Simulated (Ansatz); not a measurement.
Input file for Ansatz (an electronic-structure program):

Ansatz 0.2 input:
```yaml
crystal:
  lattice:
    - [3.0940401308, 0.0, 0.0]
    - [-1.5470200654, 2.6795173536, 0.0]
    - [0.0, 0.0, 5.0268172071]
  atoms:
    - { symbol: Al, position: [0.3333333333, 0.6666666667, 0.5071994106] }
    - { symbol: Si, position: [0.6666666667, 0.3333333333, 0.9973170927] }
    - { symbol: C, position: [0.3333333333, 0.6666666667, 0.1084527833] }
    - { symbol: N, position: [0.6666666667, 0.3333333333, 0.6370207134] }
kpoints:
  mp_grid: { grid: [8, 8, 4] }
hamiltonian:
  xc: hse06
  pseudopotentials: { kind: paw }
scf:
  n_extra_bands: 6
  occupations: { method: fixed }
output:
  eigenvalues: true
  eigenstates:
    e_range: [-9.0, 12.9]
    kpoints:
      - [0.0, 0.0, 0.0]  # VBM
      - [0.333333, 0.333333, 0.0]  # CBM
      - [0.0, 0.0, 0.0]  # GAMMA
      - [0.0, 0.0, 0.5]  # A
      - [0.3333333333, 0.3333333333, 0.0]  # K
      - [0.3333333333, 0.3333333333, 0.5]  # H
      - [0.5, 0.0, 0.0]  # M
      - [0.5, 0.0, 0.5]  # L
```

Output (shortened):

```
Pseudopotential: Al, paw, valence charge 3
Pseudopotential: Si, paw, valence charge 4
Pseudopotential: C, paw, valence charge 4
Pseudopotential: N, paw, valence charge 5
Functional definition: HSE06
davidson cushion auto → on  (no smearing: the cushion is to keep the highest requested band from converging to the state above it …
Crystal: 4 atoms, lattice volume = 41.675 Å³
Basis set: ecut = 420 eV, 785 PW (Γ)
Bands: 14, of which v1, the nominal top of the filled ones, is band 8 counted from 1 (7 counted from 0)
Symmetry: 6 space group operations
Space group: P3m1 (ITA 156), of the structure as read, at distance tolerance 3.5e-5 Å
k-points: 35 of 256 (time reversal used)
SCF iter   1: F=—  HF=-1811.255017 eV  |F-HF|=—  |Δ(HF+E_count)|=         —  Δρ=2.54e-3  dr2=2.66e-3  ethr=1.77e-3  ⟨swp⟩=7.3  Hψ=2649  notcnv=0
preconditioner: auto → none
SCF iter   2: F=-1811.254747 eV  HF=-1811.254995 eV  |F-HF|=2.48e-4  |Δ(HF+E_count)|=   2.19e-5  Δρ=1.17e-3  dr2=5.57e-4  ethr=1.66e-5  ⟨swp⟩=3.7  Hψ=1570  notcnv=0
SCF 1 stopped early in 2 iterations: F = -1811.254747 eV  dr2 = 5.57e-4
Crystal: 4 atoms, lattice volume = 41.675 Å³
Exchange kernel: α = 0.2500, screened, ω = 0.2079 Å⁻¹, Wigner–Seitz truncation, v(0) = 1046.3337 eV·Å³, q-mesh 8×8×4, nearest image of the exchange supercell L …
Frozen-core exchange: fock
SCF iter   1: F=—  HF=-1812.362558 eV  |F-HF|=—  |Δ(HF+E_count)|=         —  Δρ=6.12e-3  dr2=8.31e-3  ethr=3.48e-5  ⟨swp⟩=6.7  Hψ=2370  notcnv=0
preconditioner: auto → none
SCF iter   2: F=—  HF=-1812.359366 eV  |F-HF|=—  |Δ(HF+E_count)|=   3.19e-3  Δρ=2.71e-3  dr2=1.96e-3  ethr=3.48e-5  ⟨swp⟩=2.1  Hψ=1122  notcnv=0
SCF iter   3: F=—  HF=-1812.363670 eV  |F-HF|=—  |Δ(HF+E_count)|=   4.30e-3  Δρ=9.73e-4  dr2=4.63e-4  ethr=9.08e-6  ⟨swp⟩=3.2  Hψ=1419  notcnv=0
SCF iter   4: F=—  HF=-1812.363572 eV  |F-HF|=—  |Δ(HF+E_count)|=   9.80e-5  Δρ=4.20e-4  dr2=1.44e-4  ethr=2.74e-6  ⟨swp⟩=3.0  Hψ=1439  notcnv=0
iter 5 solved again at ethr=1.75e-8 eV; its pass at ethr=7.45e-7 eV (dr2=2.79e-6 eV) is discarded
SCF iter   5: F=—  HF=-1812.363535 eV  |F-HF|=—  |Δ(HF+E_count)|=   3.74e-5  Δρ=8.02e-5  dr2=8.13e-6  ethr=1.75e-8  ⟨swp⟩=3.3  Hψ=2529  notcnv=0
SCF iter   6: F=-1812.363578 eV  HF=-1812.363579 eV  |F-HF|=1.78e-6  |Δ(HF+E_count)|=   4.46e-5  Δρ=7.95e-5  dr2=3.06e-6  ethr=1.64e-8  ⟨swp⟩=4.4  Hψ=1760  notcnv=0
SCF 2 stopped early in 6 iterations: F = -1812.363578 eV  dr2 = 3.06e-6
hybrid outer 1: dexx = +5.274e-3 eV, tail = 1.12e-5 eV
Crystal: 4 atoms, lattice volume = 41.675 Å³
Exchange kernel: α = 0.2500, screened, ω = 0.2079 Å⁻¹, Wigner–Seitz truncation, v(0) = 1046.3337 eV·Å³, q-mesh 8×8×4, nearest image of the exchange supercell L …
Frozen-core exchange: fock
SCF iter   1: F=—  HF=-1812.363566 eV  |F-HF|=—  |Δ(HF+E_count)|=         —  Δρ=2.65e-5  dr2=2.30e-7  ethr=3.49e-7  ⟨swp⟩=3.0  Hψ=1160  notcnv=0
preconditioner: auto → none
iter 2 solved again at ethr=5.39e-11 eV; its pass at ethr=1.33e-9 eV (dr2=8.62e-9 eV) is discarded
SCF iter   2: F=-1812.363566 eV  HF=-1812.363566 eV  |F-HF|=4.38e-9  |Δ(HF+E_count)|=   1.96e-9  Δρ=7.57e-6  dr2=2.59e-8  ethr=5.39e-11  ⟨swp⟩=2.2  Hψ=2898  notcnv=0
SCF 3 converged in 2 iterations: F = -1812.363566 eV  dr2 = 2.59e-8
hybrid outer 2: dexx = +1.181e-7 eV, tail = 5.56e-8 eV, Δε = 1.83e-3 eV (about 1.81e-4 eV left of the loop's levels)
NSCF: frozen V_eff on 8 k-points
hybrid SCF converged: 2 outer / 8 inner (+2 warm-up), last move |dexx| = 1.18e-7 eV, tail = 5.56e-8 eV
Stability not checked (fock_operator)
Free energy (F): -1812.363566 eV
Frozen-core exchange: fock
Harris-Foulkes:  -1812.363566 eV  (|F-HF|=4.38e-9)
Internal energy: -1812.363566 eV  (E = F + TS)
E sigma→0 (E₀):  -1812.363566 eV
Fermi energy:    7.939743 eV
--- Per-component energies (eV) ---
  E_band       = 22.123249
  E_kinetic    = 296.051410
  E_local      = -339.019780  (includes V_loc(G=0)·N_el)
  E_nonlocal   = 104.558573
  E_hartree    = 115.778146
  E_xc         = -168.337523
  E_vxc        = -175.326455  (∫ρ·V_xc dr)
  E_exx        = -33.147592  (= α·E_x^exact, valence–valence)
  E_paw        = -1213.964042  (= ΣΔE_a)
  E_vpaw       = -29.400272  (= ΣTr[D̂ρ^β])
  E_aug_tail   = 0.000111  (compensation charges beyond the density's cutoff)
  E_ewald      = -574.139539
  E_core_change = -0.143329  (= ΣΔE_core)
  E_smearing   =  0.000000  (= −TS)
  E_closure    = 0.000000  (closes the sum)
  Σ components = -1812.363566   (vs F -1812.363566, Δ=-2.27e-13)
  [band-id]    e_kinetic+e_local+e_nonlocal+2·e_hartree+e_vxc+2·e_exx+e_vpaw+e_augmentation_tail = 22.124694   (vs E_band 22.123249, Δ=1.44e-3)
--- Band table (eV; the first three rows and the last of 35) ---
  k-point 0: bands = ["-9.9480", "-5.8070", "-0.3794", "5.7902", "5.7902", "7.5063", "7.9397", "7.9397", "13.3036", "15.4167", "17.1711", "17.1711", "19.2705", "20.6149"]
  k-point 1: bands = ["-9.7987", "-6.3518", "0.7704", "5.8402", "5.8402", "6.0849", "7.8630", "7.8630", "14.1888", "15.8071", "17.1034", "17.1034", "18.2383", "20.0377"]
  k-point 2: bands = ["-9.6170", "-6.8510", "2.7777", "3.8838", "5.8945", "5.8945", "7.7826", "7.7826", "15.1880", "16.0620", "17.0684", "17.0684", "17.4296", "19.3432"]
  k-point 34: bands = ["-7.8570", "-3.2012", "-0.1340", "1.2958", "2.4310", "3.2939", "5.1329", "7.3292", "13.8224", "15.2999", "16.0240", "17.2014", "19.3853", "20.3055"]
```

Cost: roughly 90 core-seconds on shared cores.

The points marked VBM and CBM come from a semilocal run.

The first step of the workflow began from a Materials Project structure, measured or hypothetical; the Crystallography Open Database copy checked does not list it. Whether it is the stable phase at ambient conditions was not checked. The cell was relaxed with PBEsol under the symmetry of its start; phonons on a q-mesh show no instability.

Potentials: the later of the program's two PAW sets.

Ansatz is a plane-wave DFT program.
